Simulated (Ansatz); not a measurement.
Starting cell, HgTe (zinc blende):

```
HgTe
1.0
    0.00000     3.32535     3.32535
    3.32535     0.00000     3.32535
    3.32535     3.32535     0.00000
Te Hg
1 1
Cartesian
  4.98802   4.98802   4.98802
  0.00000   0.00000   0.00000
```

In this cell atom 1 (Te, nearest neighbour Hg at 2.880 Å; its periodic images, 4.7 Å or more away, move with it) is moved by s along Cartesian z, unit vector (0.000, 0.000, 1.000); all other atoms and the cell stay fixed.

Method: PBE (plane waves to 420 eV, PAW, scalar-relativistic; Ansatz, an electronic-structure program). k mesh 10×10×10 (Γ-centred), Fermi-Dirac smearing 0.05 eV. With partly filled bands, energies and forces of such displacements shift with the k mesh and the smearing. F∥ is the force on the atom along that direction. At this level the bands of HgTe touch or barely overlap. HgTe was relaxed with its symmetry unable to fall. Spin-orbit coupling is left out, though Hg and Te are heavy. The PAW data are Ansatz's earlier set. The relaxed volume of HgTe is well above the measured one; the method has no dispersion term. 

```tsv
s (Å)	F∥ (eV/Å)
-0.290	0.746
-0.232	0.603
-0.174	0.456
-0.116	0.307
-0.058	0.154
0.000	0.000
0.058	-0.154
0.116	-0.307
0.174	-0.456
0.232	-0.603
0.290	-0.746
```

Q: What is the force constant k = d²E/ds² of this move at s = 0?

A: 2.66 eV/Å². The forces along the line at the two nearest points give (0.154 − (-0.154)) / (2·0.058) = 2.66 eV/Å²; the next pair corrects for the finite step.

Q: With two atoms in the cell this is the zone-centre optical mode. What wavenumber follows?

A: 96 cm⁻¹. Reduced mass μ = 77.99 u; ν̃ = 521.5·√(k/μ) with k = 2.66 eV/Å².

(For displaced atoms, the force is minus the slope of the energy, and its curvature is a force constant, which sets phonon frequencies.)
